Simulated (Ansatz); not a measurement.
Zone-centre phonons of Li4SO: input and output

All numbers below come from Ansatz 0.2.0, DFT PBEsol, scalar-relativistic, plane waves, PAW.

It can be run as:
```bash
ansatz run input.yaml --threads 1 --pin off --backend cpu --events-out ev --progress --plain --runs-dir out  # memory cap (--max-ram) not shown
```

Input (bare energies are in eV):
```yaml
crystal:
  lattice:
    - [1.8432875413, 1.0642225582, 5.8192509712]
    - [-1.8432875413, 1.0642225582, 5.8192509712]
    - [0.0, -2.1284451163, 5.8192509712]
  atoms:
    - { symbol: Li, position: [0.6114477294, 0.6114477294, 0.6114477294] }
    - { symbol: Li, position: [0.1364890576, 0.1364890576, 0.1364890576] }
    - { symbol: Li, position: [0.8635109424, 0.8635109424, 0.8635109424] }
    - { symbol: Li, position: [0.3885522706, 0.3885522706, 0.3885522706] }
    - { symbol: S, position: [0.0, 0.0, 0.0] }
    - { symbol: O, position: [0.5, 0.5, 0.5] }
basis:
  ecutwfc: 420
kpoints:
  mp_grid: { grid: [9, 9, 9] }
hamiltonian:
  xc: pbesol
scf:
  occupations: { method: fixed }
output:
  eigenvalues: true
phonons:
  method: dfpt
  dielectric: true
  rigid_motions: translations
  eigenvectors: true
```

Results section of the output:
```
--- Phonons (Γ-DFPT): 8 representative perturbations + reference, on 205 of 729 k-points (Σ response iterations 27) ---
  k mesh reduced under 2 symmetry operations, with k and −k counted as one. Each operation leaves every solved perturbation unchanged. A smaller set is not considered because the run solves the response ...
  ASR residual: 4.137e-4 → 0.000e0 eV/Å²; symmetrization residual: 6.943e-6 eV/Å²
  ASR residual per site (eV/Å²): 8.68e-5 2.16e-5 2.16e-5 8.68e-5 1.34e-4 4.14e-4
  Γ frequencies (cm⁻¹): 0.00 0.00 0.00 150.86 150.86 210.37 210.37 342.44 372.27 372.27 413.75 438.15 450.33 450.33 460.09 460.09 465.44 498.25
  ε∞ (high-frequency dielectric tensor):
        3.749164     0.000000     0.000000
        0.000000     3.749164    -0.000000
        0.000000    -0.000000     3.568931
  ε⁰ (static dielectric tensor: ions relaxed, cell fixed):
       20.082756    -0.000000     0.000000
       -0.000000    20.082756    -0.000000
        0.000000    -0.000000     7.071354
  ε⁰ − ε∞ (ionic part):
       16.333592    -0.000000     0.000000
       -0.000000    16.333592    -0.000000
        0.000000    -0.000000     3.502423
  softest optical mode at Γ: 150.86 cm⁻¹; the repairs (sum rule, projections) moved no ω² at Γ by more than (3.45 cm⁻¹)²
  Born effective charges Z* (e; rows j = field, columns β = displacement):
    site 0:
         0.87673    0.00000    0.00000
         0.00000    0.87673   -0.00000
         0.00000   -0.00000    0.81771
    site 1:
         0.93312    0.00000    0.00000
         0.00000    0.93312    0.00000
         0.00000    0.00000    1.10272
    site 2:
         0.93312    0.00000    0.00000
         0.00000    0.93312    0.00000
         0.00000    0.00000    1.10272
    site 3:
         0.87673    0.00000    0.00000
         0.00000    0.87673   -0.00000
         0.00000   -0.00000    0.81771
    site 4:
        -1.72675   -0.00000   -0.00000
        -0.00000   -1.72675    0.00000
        -0.00000    0.00000   -1.64343
    site 5:
        -1.89294   -0.00000   -0.00000
        -0.00000   -1.89294   -0.00000
        -0.00000   -0.00000   -2.19745
  Z* charge neutrality: 1.494e-3 e pre-enforcement
  solved inside a basis spanned on kpoints, on 10×10×10 k-points, its susceptibility summed on 14×14×14: ε∞ is read to err by 9.9e-3, Z* by 8.9e-3 e (field_mesh: kpoints solves on kpoints); Z* is corrected for ...
  optical modes at Γ without the LO–TO term, one row a degenerate level:
      ω (cm⁻¹) modes IR ((D/Å)²/amu)
        150.86      2            21.3329
        210.37      2             2.2620
        342.44      1             3.2870
        372.27      2             0.0000
        413.75      1             0.0000
        438.15      1             1.1117
        450.33      2             0.0000
        460.09      2            12.8294
        465.44      1            17.0385
        498.25      1             0.0000
  optical modes at Γ + LO–TO along q̂ = [1.0000, 0.0000, 0.0000]:
      ω (cm⁻¹) modes IR ((D/Å)²/amu)
        150.86      1            10.6665
        203.72      1             0.0806
        210.37      1             1.1310
        305.28      1             4.7081
        342.44      1             3.2870
        372.27      2             0.0000
        413.75      1             0.0000
        438.15      1             1.1117
        450.33      2             0.0000
        460.09      1             6.4147
        465.44      1            17.0385
        498.25      1             0.0000
        543.38      1            13.4235
  optical modes at Γ + LO–TO along q̂ = [0.0000, 1.0000, 0.0000]:
      ω (cm⁻¹) modes IR ((D/Å)²/amu)
        150.86      1            10.6665
        203.72      1             0.0806
        210.37      1             1.1310
        305.28      1             4.7081
        342.44      1             3.2870
        372.27      2             0.0000
        413.75      1             0.0000
        438.15      1             1.1117
        450.33      2             0.0000
        460.09      1             6.4147
        465.44      1            17.0385
        498.25      1             0.0000
        543.38      1            13.4235
  optical modes at Γ + LO–TO along q̂ = [0.0000, 0.0000, 1.0000]:
      ω (cm⁻¹) modes IR ((D/Å)²/amu)
        150.86      2            21.3329
        210.37      2             2.2620
        356.99      1             0.3849
        372.27      2             0.0000
        413.75      1             0.0000
        439.72      1             0.0214
        450.33      2             0.0000
        460.09      2            12.8294
        498.25      1             0.0000
        626.19      1            21.0308
```

This structure is a trial: an element of a database structure was replaced and the cell relaxed, so another structure or a mixture of phases may lie lower.